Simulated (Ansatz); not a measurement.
Given:

ZrAl$_{3}$:
```cif
data_Al12Zr4
_chemical_formula_sum 'Zr4 Al12'
_space_group_name_H-M_alt 'I4/mmm'
_space_group_IT_number 139
_space_group_name_Hall '-I 4 2'
_cell_length_a 3.98557
_cell_length_b 3.98557
_cell_length_c 17.17504
_cell_angle_alpha 90.000
_cell_angle_beta 90.000
_cell_angle_gamma 90.000
loop_
_atom_site_label
_atom_site_type_symbol
_atom_site_symmetry_multiplicity
_atom_site_Wyckoff_symbol
_atom_site_fract_x
_atom_site_fract_y
_atom_site_fract_z
_atom_site_occupancy
Zr1 Zr 4 e 0.00000 0.00000 0.11876 1
Al1 Al 4 c 0.00000 0.50000 0.00000 1
Al2 Al 4 d 0.00000 0.50000 0.25000 1
Al3 Al 4 e 0.00000 0.00000 0.37463 1
```
(The calculation used a cell of 8 atoms; values per cell refer to that cell.)

This is the PBEsol-relaxed structure.

Question: All from DFT-PBEsol in the program Ansatz with PAW potentials, unless another level is named. Give the bulk modulus (Birch–Murnaghan fit).

Answer: 108 GPa.

Question: Predict the highest zone-centre frequency.

Answer: 338 cm⁻¹.

The workflow started from a Materials Project entry (that database holds measured and hypothetical structures alike); the Crystallography Open Database files this formula in space group No. 139, but the cells were not matched. Its standing as an ambient phase is unchecked. The cell was relaxed with PBEsol under the symmetry of its start; whether a distortion lowers the energy is not shown. No spin polarisation was allowed. As this level gives no gap, phonon frequencies hold no LO–TO term and depend on the k-mesh and smearing (Fermi–Dirac, 0.1 eV here).

Potentials: the earlier of the program's two PAW sets. The files were generated under PBE; for other functionals the program regenerates the frozen cores, and for LDA and PBEsol the local potential too.
